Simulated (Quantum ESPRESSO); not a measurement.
```
CELL_PARAMETERS angstrom
      4.99265     0.00000     0.00000
      0.00000     4.99265     0.00000
      0.00000     0.00000     6.93393
ATOMIC_POSITIONS crystal
  Si 0.69866 0.69866 0.50000
  Si 0.80134 0.19866 0.75000
  Si 0.30134 0.30134 0.00000
  Si 0.19866 0.80134 0.25000
  O  0.89357 0.76139 0.32011
  O  0.73861 0.39357 0.57011
  O  0.10643 0.23861 0.82011
  O  0.26139 0.60643 0.07011
  O  0.39357 0.73861 0.42989
  O  0.23861 0.10643 0.17989
  O  0.60643 0.26139 0.92989
  O  0.76139 0.89357 0.67989
```
The geometry is a computed Materials Project entry, not a measured one. It is SiO2 in P4₁2₁2. Stability against distortions was not tested. Forces on the atoms reach 0.14 eV/Å at this level.

With PBE (a modified build of Quantum ESPRESSO; gradients by PAW reconstruction on its ground state; JTH PAW datasets, 22.5 Ha):

```json
[
 {"quantity": "Vzz O (a.u.)", "PBE": "0.933"}
]
```

Cores are frozen. Against all-electron runs on small test molecules, this scheme's |Vzz| missed by −6 % on Si, −2 to +6 % on O.

### Question
What does the LDA, on its own JTH datasets and the same geometry, give?

### Answer
| quantity | LDA | LDA − PBE |
|---|---|---|
| Vzz O (a.u.) | 0.905 | -0.028 |
